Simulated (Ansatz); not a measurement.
Nb2C in space group Pnma (No. 62; Nb on 4c, Nb on 4c, C on 4c) at seven volumes, r²SCAN in the plane-wave PAW code Ansatz, shape and atoms relaxed at each. One row is withheld.

```json
[
 {"V (Å³/atom)": "12.807", "P (GPa)": "27.13"},
 {"V (Å³/atom)": "13.229", "P (GPa)": "16.70"},
 {"V (Å³/atom)": "13.651", "P (GPa)": "7.72"},
 {"V (Å³/atom)": "14.073", "P (GPa)": "0.00"},
 {"V (Å³/atom)": "14.495", "P (GPa)": "?"},
 {"V (Å³/atom)": "14.918", "P (GPa)": "-12.19"},
 {"V (Å³/atom)": "15.340", "P (GPa)": "-16.92"}
]
```

Task: Fit the shown pressures and predict the withheld one.

Result: P = (3/2)B₀(x^(7/2) − x^(5/2))[1 + (3/4)(B′ − 4)(x − 1)] with x = (V₀/V)^(2/3). Least squares on the six rows gives V₀ = 14.075 Å³/atom, B₀ = 236 GPa, B′ = 4.19. At V = 14.495, x = 0.9806 and P = -6.52 GPa. The run itself gave -6.59 GPa.

The workflow started from a Materials Project entry (that database holds measured and hypothetical structures alike); the Crystallography Open Database copy checked does not list it. Its standing as an ambient phase is unchecked. Symmetry was held in the r²SCAN relaxation; its stability against distortions is not shown here. No spin polarisation was allowed.

Potentials: the later of the program's two PAW sets.
